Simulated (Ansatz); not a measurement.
Cu$_{2}$Se (anti-fluorite, Fm-3m) under volume change, DFT-LDA in the program Ansatz with PAW potentials, scaled uniformly.

| V (Å³/atom) | E − E(relaxed) (meV/atom) | P (GPa) |
|---|---|---|
| 13.688 | 50.9 | 13.24 |
| 14.139 | 21.2 | 8.01 |
| 14.591 | 5.0 | 3.64 |
| 15.042 | 0.0 | -0.01 |
| 15.493 | 4.5 | -3.07 |
| 15.944 | 16.8 | -5.62 |
| 16.396 | 35.7 | -7.75 |

Q: What does a third-order Birch–Murnaghan fit give for V₀, B₀ and B′?

A: V₀ = 15.04 Å³/atom, B₀ = 111 GPa, B′ = 5.0.

The first step of the workflow began from a Materials Project structure, measured or hypothetical; the Crystallography Open Database copy checked does not list it. COD files the formula under space group No. 216, so this cell is another polymorph or a model. Its standing as an ambient phase is unchecked. Symmetry was held in the LDA relaxation; of distortions, only those at the zone centre were tested. The run is not spin-polarised.

Potentials: the later of the program's two PAW sets.
